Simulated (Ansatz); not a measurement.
ZrIr:
```
CELL_PARAMETERS angstrom
      0.00000     2.71393     2.71393
      2.71393     0.00000     2.71393
      2.71393     2.71393     0.00000
ATOMIC_POSITIONS crystal
  Ir 0.00000 0.00000 0.00000
  Zr 0.50000 0.50000 0.50000
```

Relaxed with PBE. Special points in fractions of this cell's reciprocal vectors: Γ (0.000, 0.000, 0.000); X (0.500, 0.000, 0.500); U (0.625, 0.250, 0.625); K (0.375, 0.375, 0.750); L (0.500, 0.500, 0.500); W (0.500, 0.250, 0.750).

Question: List the band energies nearest the Fermi level at these points for DFT-PBE in the program Ansatz with PAW potentials.

Answer: In eV from the Fermi level; about four levels below and three above (degenerate sets whole), none deeper than 8.9 eV; points with the same levels are listed once.

| k | below | above |
|---|---|---|
| Γ | -4.03 -4.03 -3.60 -3.60 -3.60 | 3.88 3.88 3.88 |
| X | -2.80 -1.08 -1.08 0.00 | 3.17 3.17 3.80 |
| U | -3.04 -2.67 -2.34 -1.39 | 0.90 1.83 2.26 |
| L | -2.19 -2.19 -1.36 -1.36 -0.40 | 0.03 0.03 2.53 2.53 |
| W | -3.44 -3.21 -1.77 -1.07 | 0.54 1.78 1.78 |

Space group Fm-3m (rock salt). The start of the workflow was typed in or built on a structure type; neither database checked (COD, Materials Project) lists it. COD files the formula under space group No. 221. Whether it is the stable phase at ambient conditions was not checked. The PBE relaxation kept the symmetry of its start; whether a distortion lowers the energy is not shown. No spin polarisation was allowed. Scalar-relativistic: spin–orbit coupling is off unless named, which matters more the heavier the elements.

Potentials: the later of the program's two PAW sets.
